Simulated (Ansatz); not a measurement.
TiB₂ (MoSi2 or CaC2 type, I4/mmm) at seven volumes, DFT-r²SCAN in the program Ansatz with PAW potentials, shape and atoms relaxed at each. One row is withheld.

```csv
V (Å³/atom),P (GPa)
9.387,17.85
9.696,11.00
10.006,5.09
10.315,0.00
10.625,-4.39
10.934,?
11.243,-11.41
```

Q: Fit the shown pressures and predict the withheld one.

A: Third-order Birch–Murnaghan: P = (3/2)B₀(x^(7/2) − x^(5/2))[1 + (3/4)(B′ − 4)(x − 1)] with x = (V₀/V)^(2/3). Least squares on the six rows gives V₀ = 10.315 Å³/atom, B₀ = 157.1 GPa, B′ = 3.95. At V = 10.934, x = 0.9619 and P = -8.16 GPa. The run itself gave -8.16 GPa.

A made-up cell: these elements were put on the sites of a structure type; neither database checked (COD, Materials Project) lists it. It is not the phase usual at ambient conditions (space group No. 191). Symmetry was held in the r²SCAN relaxation; its stability against distortions is not shown here. The run is not spin-polarised.

Potentials: the later of the program's two PAW sets.
